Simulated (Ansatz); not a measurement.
## What DFT gives for SrTl₂Pd₂

```
Tl Pd Sr
1.0
     0.00000    4.62861    0.00000
     4.62861    0.00000    0.00000
     2.31430    2.31430   -5.30364
Tl Pd Sr
2 2 1
Direct
  0.38600 0.38600 0.22800
  0.61400 0.61400 0.77200
  0.75000 0.25000 0.50000
  0.25000 0.75000 0.50000
  0.00000 0.00000 0.00000
```

Level: PBE, no spin polarisation; 420 eV; 8×8×8 Γ-centred mesh; fermi-dirac occupations (width 0.1 eV); Ansatz 0.2.0, fixed geometry.

What does the stress say?

The pressure is 10.4 GPa (compression positive), so with the atoms held at these fractions the cell would first expand; the forces are large, so a full relaxation may end otherwise. The principal stresses 5.2, 5.2, 20.7 GPa differ, so its shape would change too.

Which atom feels the largest force, and which way?

The largest is on Tl1 (and as large on other atoms): 5.00 eV/Å, components (0.00, 0.00, -5.00). It makes 180° with the line to a nearest neighbour, Tl2 at 2.42 Å, pointing away from it.

Give the Bader charges.

Bader charges in e: Sr +1.37, Tl -0.14, Pd -0.55. In the mean Sr gives up most and Pd takes most.

What happens at the Fermi level?

It is a metal, with about 2.9 states/eV a cell as the mean within 0.25 eV of the Fermi level, mostly Tl p (57 %) and Pd d (25 %).

Origin: a known structure type with other elements, at an estimated volume, so it need not be a known compound. Caveats: atoms or cell far from equilibrium.
